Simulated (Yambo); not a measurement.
Yambo run on NaCoO₂ (space group P6_3/mmc, No. 194). The wavefunctions are norm-conserving PBEsol (Quantum ESPRESSO, 96 Ry, without SOC) ones on a 6×6×1 mesh (38 occupied bands); a = 2.877 Å, b = 2.877 Å, c = 10.390 Å, α = 90.00°, β = 90.00°, γ = 120.00°.

Yambo input:

```
rim_cut
gw0
dyson
el_el_corr
HF_and_locXC
ppa
em1d
RandQpts= 1000000
RandGvec= 1 Ry
EXXRLvcs= 96 Ry
VXCRLvcs= 384 Ry
Chimod= "HARTREE"
% BndsRnXp
 11 | 86 |
%
NGsBlkXp= 8 Ry
% LongDrXp
 1.0 | 1.0 | 1.0 |
%
PPAPntXp= 27.2114 eV
% GbndRnge
 1 | 161 |
%
GTermKind= "BG"
DysSolver= "n"
ExtendOut
% QPkrange
 2 | 2 | 38 | 39 |
 3 | 3 | 39 | 39 |
%
```

k points by index: 2 = (0, 0.167, 0), 3 = (0, 0.333, 0).

Resulting energies as the program prints them:

```
#    K-point    Band    Eo [eV]    E [eV]    E-Eo [eV]    Vxc [eV]    Vnlxc [eV]    Sc|Eo [eV]    Sc|E [eV]    dSc/dw|Eo [eV]    Re(Z)    Im(Z)
#
    2    38    0.000000    0.237897    0.237897    -28.06566    -35.15444    7.430481    7.326672    -11.88639    0.695976    -0.002166
    2    39    0.994356    2.031573    1.037216    -26.12912    -20.50534    -4.171799    -4.586569    -10.87975    0.714370    -0.002012
    3    39    0.832783    1.909302    1.076519    -26.96135    -20.92309    -4.519815    -4.961741    -11.16881    0.708990    -0.002028
```
(The two width columns are left out.) Convergence of these settings isn't established.

Geometry of the Materials Project entry, not relaxed at this level.

The structure is a Materials Project entry; no match was found in the copy of COD used, and its stability was not checked.

The runs are not spin-polarised; magnetic order was not tried.
